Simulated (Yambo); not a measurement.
Convergence of the G0W0 gap of TlAsF₆

G0W0@PBEsol for TlAsF$_{6}$ (space group R-3, No. 148) in Yambo. Reference settings: 2×2×2 Γ-centred k mesh, 232 bands and a 8 Ry block in the screening, 232 bands in G with the Bruneval-Gonze terminator, plasmon pole fitted at 27.2 eV. The PBEsol gap F → L on this mesh is 4.78 eV; G0W0 gaps are taken between the same points.

| change from the reference | G0W0 gap F → L (eV) | shift of the valence edge (eV) | rough Yambo cost |
|---|---|---|---|
| reference settings | 8.70 | -2.27 | 1 |
| 94 bands in W, 94 bands in G | 8.74 | -2.04 | about 1/3 |
| 152 bands in W, 152 bands in G | 8.73 | -2.19 | within a factor of two |
| 94 bands in G | 8.69 | -2.25 | – |
| 152 bands in G | 8.70 | -2.27 | – |
| 112 bands in W | 8.75 | -2.12 | within a factor of two |
| 3 Ry block | 8.74 | -2.30 | within a factor of two |
| 7 Ry block | 8.69 | -2.26 | within a factor of two |
| pole fitted at 55 eV | 8.81 | -2.40 | – |
| no random integration | 8.59 | -2.00 | – |
| 94 bands in G, no terminator | 8.78 | -1.80 | – |
| 152 bands in G, no terminator | 8.80 | -2.02 | – |
| no terminator | 8.77 | -2.14 | – |

The reference isn't shown to be the converged limit. Costs are rough (shared machines), scaled to the same edge states, and given only for runs that recompute the screening. The mesh misses a band edge: along a dense path the PBEsol gap is 4.70 eV against 4.78 eV on the mesh.

Spin-orbit coupling is left out; with 6p states at a band edge it can lower the gap by many tenths of an eV, most of a small gap.

The standard potentials for As, Tl keep a d shell in the valence without the s and p states of that shell. In tests on such compounds this moved G0W0 gaps by up to about 0.9 eV, so absolute quasiparticle energies here are unreliable; differences between settings are what counts.

Geometry relaxed with PBE+D3(BJ); primitive cell a = b = c = 5.0895 Å, α = β = γ = 96.92°.

The structure is a Materials Project entry; no match was found in the copy of COD used, and its stability was not checked.

A shift is the quasiparticle energy of the state minus its PBEsol energy.
